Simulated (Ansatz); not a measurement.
Cl (molecular I2 type, space group No. 64) is relaxed with DFT-r²SCAN+D4 in the program Ansatz with PAW potentials. What lattice parameters of the conventional cell result?

a = 6.370 Å, b = 4.076 Å, c = 8.192 Å.

Give the free coordinates with the occupied sites.

In one choice of origin and axes:

```
atom  site  symmetry       x       y       z
----  ----  --------  ------  ------  ------
Cl      8f       m..  0.0000  0.3780  0.3932
```

Is it a metal or does it have a gap at this level?

A gap of 2.62 eV, direct.

Space group Cmce (molecular I2 type). The r²SCAN+D4 relaxation kept the symmetry of its start. The substance is a gas or liquid at ambient conditions; this is its low-temperature solid.

Potentials: the later of the program's two PAW sets.
